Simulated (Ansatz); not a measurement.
**Li: all-electron results**

```
Li
1.0
     0.00000    2.20200    2.20200
     2.20200    0.00000    2.20200
     2.20200    2.20200    0.00000
Li
1
Direct
  0.00000 0.00000 0.00000
```

The cell is COD entry 9008473, as deposited and not checked against the literature; nothing was relaxed.

These are results of DFT, LDA, all-electron LAPW, scalar-relativistic in Ansatz 0.2.0, not measurements.

Numerical set-up: a Γ-centred 16×16×16 k mesh, Fermi–Dirac smearing of 0.05 eV, basis error target 0.5 meV/atom, no spin polarisation.

| Item | Value |
| --- | --- |
| Band gap | none: with an odd electron count and no spin polarisation the bands can't all be full, a metal in this set-up (spin order or a larger cell could open a gap) |
| Volume per atom | 21.35 Å³ |

Task: Predict this quantity. Density of states at the Fermi level (0.2 eV bin).

Result: 0.54 states/eV per cell.

Task: Predict this quantity. Pressure at this cell.

Result: -1.47 GPa.
